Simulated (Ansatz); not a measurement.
A structure of GeSe relaxed with PBEsol (plane waves to 420 eV, PAW, scalar-relativistic; Ansatz, an electronic-structure program); single points at other levels follow on the same geometry (Ansatz, PAW; HSE06 at 420 eV on a 4×6×4 k-mesh; no spin-orbit coupling). Space group Pnma (No. 62).

```cif
data_Ge4Se4
_chemical_formula_sum 'Se4 Ge4'
_space_group_name_H-M_alt 'P 1'
_space_group_IT_number 1
_cell_length_a 7.75395
_cell_length_b 3.84206
_cell_length_c 5.82511
_cell_angle_alpha 90.000
_cell_angle_beta 90.000
_cell_angle_gamma 90.000
loop_
_space_group_symop_operation_xyz
  'x, y, z'
loop_
_atom_site_label
_atom_site_type_symbol
_atom_site_fract_x
_atom_site_fract_y
_atom_site_fract_z
_atom_site_occupancy
Se1 Se 0.32064 0.75000 0.38857 1
Se2 Se 0.17936 0.25000 0.88857 1
Se3 Se 0.67936 0.25000 0.61143 1
Se4 Se 0.82064 0.75000 0.11143 1
Ge1 Ge 0.98797 0.75000 0.72461 1
Ge2 Ge 0.01203 0.25000 0.27539 1
Ge3 Ge 0.48797 0.75000 0.77539 1
Ge4 Ge 0.51203 0.25000 0.22461 1
```

```tsv
level	gap (eV)	kind	conduction minimum
PBEsol	0.33	indirect	75 % of the way from Γ to Z
HSE06	?	–	?
```

Task: What belongs in the gaps?

Result: 
- HSE06, gap (eV): 0.84
- HSE06, conduction minimum: k = (0, 0, 0.375)

HSE06 gaps come from a coarse mesh plus a few chosen points, so they may be too large. No spin polarisation in the result.

The run could not lose the symmetry of its start.

It was reached from a disturbed copy of a P6₃/mmc (No. 194) cell (NiAs type), against which it lies -0.05 eV/atom.

The first start was generated by placing the elements on the sites of a structure type. A measured structure of GeSe has the same space group, Pnma (No. 62); the sites were not compared with it.
